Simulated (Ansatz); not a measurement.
All numbers below come from DFT r2SCAN, scalar-relativistic, plane waves, PAW (Ansatz 0.2.0).

Structure of CaGe₂Au₂:

```yaml
crystal:
  lattice:
    - [-2.22364, 2.22364, 5.16947]
    - [2.22364, -2.22364, 5.16947]
    - [2.22364, 2.22364, -5.16947]
  atoms:
    - { symbol: Ca, position: [0.00000, 0.00000, 0.00000] }
    - { symbol: Ge, position: [0.38226, 0.38226, 0.00000] }
    - { symbol: Ge, position: [0.61774, 0.61774, 0.00000] }
    - { symbol: Au, position: [0.75000, 0.25000, 0.50000] }
    - { symbol: Au, position: [0.25000, 0.75000, 0.50000] }
```

Plane waves to 500 eV, a k mesh through Γ of 12×12×12 on the computed 5-atom cell and Gaussian smearing (0.10 eV); no spin polarisation.

Levels along Γ–X–P–N–Γ–M–S | S0–Γ | X–R | G–M, in eV from the Fermi level, sorted by energy at each point. Points in fractions of the primitive reciprocal vectors: Γ (0.000 0.000 0.000), X (0.000 0.000 0.500), P (0.250 0.250 0.250), N (0.000 0.500 0.000), M (0.500 0.500 -0.500), S (0.296 0.704 -0.296), S0 (-0.296 0.296 0.296), R (-0.093 0.093 0.500), G (0.500 0.500 -0.093).
```tsv
point	k (1/Å, with 2π)	band 35	band 36	band 37	band 38	band 39	band 40	band 41
Γ	0.000	-3.33	-1.40	-1.40	0.83	0.83	0.87	1.12
-	0.143	-3.56	-1.70	-1.47	0.11	0.53	1.68	1.75
-	0.285	-3.73	-2.04	-1.64	-0.55	0.04	2.56	2.99
-	0.428	-3.50	-2.23	-1.78	-1.15	-0.38	3.21	3.40
-	0.571	-3.58	-2.34	-1.71	-1.70	-0.80	2.94	3.49
-	0.714	-3.92	-2.42	-2.19	-1.43	-1.39	2.65	3.12
-	0.856	-3.88	-2.59	-2.46	-2.15	-1.15	2.63	2.90
X	0.999	-3.40	-2.75	-2.72	-2.47	-1.02	2.42	3.30
-	1.042	-3.39	-2.75	-2.72	-2.46	-1.04	2.38	3.33
-	1.086	-3.36	-2.74	-2.72	-2.42	-1.12	2.27	3.43
-	1.129	-3.33	-2.74	-2.72	-2.35	-1.23	2.15	3.59
-	1.173	-3.29	-2.73	-2.72	-2.25	-1.36	2.02	3.78
-	1.216	-3.25	-2.73	-2.72	-2.13	-1.52	1.92	3.90
-	1.260	-3.23	-2.73	-2.72	-1.99	-1.68	1.86	3.91
P	1.303	-3.22	-2.72	-2.72	-1.84	-1.84	1.84	3.91
-	1.404	-3.39	-2.69	-2.58	-1.80	-1.68	1.88	3.80
-	1.505	-3.68	-2.62	-2.30	-1.64	-1.28	1.96	3.72
-	1.606	-3.97	-2.59	-1.95	-1.26	-0.77	1.98	3.56
-	1.706	-4.20	-2.59	-1.53	-0.65	-0.22	1.92	3.25
-	1.807	-4.31	-2.61	-1.08	0.12	0.28	1.83	2.91
-	1.908	-4.32	-2.62	-0.69	0.62	0.95	1.78	2.63
N	2.009	-4.31	-2.63	-0.52	0.73	1.47	1.86	2.51
-	2.119	-4.29	-2.64	-0.51	0.31	1.65	1.92	2.43
-	2.229	-4.24	-2.68	-0.50	-0.20	1.25	2.18	2.55
-	2.339	-3.97	-2.83	-0.54	-0.47	0.90	2.00	2.77
-	2.449	-3.33	-3.06	-0.72	-0.44	0.73	1.78	2.78
-	2.559	-3.47	-2.47	-1.01	-0.15	0.73	1.53	2.30
-	2.668	-3.44	-1.75	-1.28	0.30	0.80	1.24	1.58
Γ	2.778	-3.33	-1.40	-1.40	0.83	0.83	0.87	1.12
-	2.865	-3.33	-1.45	-1.45	0.69	0.94	0.94	1.38
-	2.952	-3.03	-1.59	-1.59	0.49	1.24	1.24	1.80
-	3.039	-2.43	-1.75	-1.75	0.34	1.66	1.66	2.30
-	3.126	-1.89	-1.89	-1.76	0.23	2.16	2.16	2.44
-	3.212	-2.00	-2.00	-1.03	0.16	2.39	2.65	2.68
-	3.299	-2.06	-2.06	-0.27	0.12	1.77	2.41	3.12
M	3.386	-2.08	-2.08	0.11	0.23	1.24	2.40	3.31
-	3.468	-2.31	-2.00	0.19	0.34	1.20	2.49	3.20
-	3.550	-2.83	-1.81	0.16	0.71	1.04	2.78	2.96
-	3.633	-3.40	-1.57	0.07	0.77	1.06	2.74	2.92
-	3.715	-3.93	-1.34	-0.09	0.40	1.33	2.60	2.72
-	3.797	-4.34	-1.11	-0.32	-0.03	1.57	2.52	2.69
-	3.879	-4.57	-0.92	-0.57	-0.47	1.79	2.47	2.68
S	3.962	-4.66	-0.92	-0.81	-0.73	2.02	2.27	2.45
S0	3.962	-4.66	-0.92	-0.81	-0.73	2.02	2.27	2.45
-	4.081	-4.55	-1.55	-1.08	-0.49	1.65	2.35	2.46
-	4.201	-4.36	-2.14	-1.21	-0.26	1.01	2.53	2.58
-	4.321	-4.16	-2.68	-1.16	0.00	0.38	2.48	2.63
-	4.440	-3.82	-3.09	-0.91	-0.23	0.27	2.18	2.66
-	4.560	-3.81	-2.68	-0.78	-0.45	0.53	1.82	2.29
-	4.679	-3.48	-1.84	-1.22	0.17	0.75	1.43	1.56
Γ	4.799	-3.33	-1.40	-1.40	0.83	0.83	0.87	1.12
X	4.799	-3.40	-2.75	-2.72	-2.47	-1.02	2.42	3.30
-	4.825	-3.41	-2.73	-2.72	-2.46	-1.01	2.42	3.30
-	4.852	-3.45	-2.72	-2.69	-2.43	-0.99	2.43	3.30
-	4.878	-3.50	-2.71	-2.61	-2.39	-0.96	2.43	3.30
-	4.904	-3.56	-2.71	-2.52	-2.33	-0.91	2.43	3.29
-	4.931	-3.62	-2.71	-2.42	-2.25	-0.86	2.44	3.29
-	4.957	-3.68	-2.71	-2.31	-2.16	-0.79	2.45	3.29
R	4.984	-3.73	-2.70	-2.20	-2.06	-0.71	2.46	3.29
G	4.984	-3.73	-2.70	-2.20	-2.06	-0.71	2.46	3.29
-	5.100	-3.86	-2.67	-1.64	-1.50	-0.26	2.52	3.28
-	5.216	-3.77	-2.63	-1.04	-0.84	0.32	2.64	3.22
-	5.333	-3.48	-2.57	-0.44	-0.17	0.97	2.84	2.84
-	5.449	-3.08	-2.50	0.04	0.43	1.67	2.03	2.65
-	5.565	-2.63	-2.39	0.27	0.88	1.18	2.38	2.75
-	5.681	-2.25	-2.21	0.27	0.45	1.15	2.57	3.01
M	5.798	-2.08	-2.08	0.11	0.23	1.24	2.40	3.31
```

Spin-orbit coupling is left out, which matters for the bands of heavy elements.

Cost: 1 run of about 5.9 core-minutes, on Arm Neoverse V1 (shared hosts).